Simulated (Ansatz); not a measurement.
**K: energy along a strain**

K, Pm-3m, a = 4.310 Å (as given, not relaxed at this level: -0.1 GPa). This isn't the element's structure at ambient conditions. Ansatz: PBEsol, PAW, 420 eV, Γ-centred 12×12×12 mesh on 1 atom, Gaussian smearing 0.15 eV; no spin polarisation. Cell vectors (Å): 4.310 0.000 0.000; 0.000 4.310 0.000; 0.000 0.000 4.310. The cell is strained by x per cent times the pattern (1 0 0 0 0 0) in the order xx yy zz yz xz xy (engineering shears), with fractional coordinates held. y is the free energy over the start, V0 = 80.087 Å³/atom. Points with a strain past 8.5 % were computed too (3) and aren't used here.

```tsv
x (%)	y (meV/atom)
-7.50	?
-5.00	2.29
-2.50	-0.41
0.00	0.00
2.50	2.88
5.00	7.71
7.50	14.06
```

Task: Fit y = c1 x + c2 x² + c3 x³ to the other rows, get the stiffness along the pattern, and predict the missing energy.

Result: Least squares on the rows shown. y = 0.6842 x + 0.2002 x² − 0.005552 x³. The clamped-ion stiffness p·C·p = 2 × 2.002 eV × 160.2 / 80.087 Å³ = 8.0 GPa, which is C11 in these axes; c1 is there for the stress left in the start, which by itself gives a slope of 0.70 meV/atom per %. At x = -7.50 the fit asked for gives 8.47 meV/atom. The run gave 8.80 meV/atom, so the fit is 0.33 meV/atom too low, 2.3 % of the span of the series, against an rms of 0.02 meV/atom on the fitted rows. The row lies outside the fitted range. With a term in x⁴ added, a fit to the same known rows predicts 8.84 meV/atom, so most of the miss is curvature that the known rows already hold.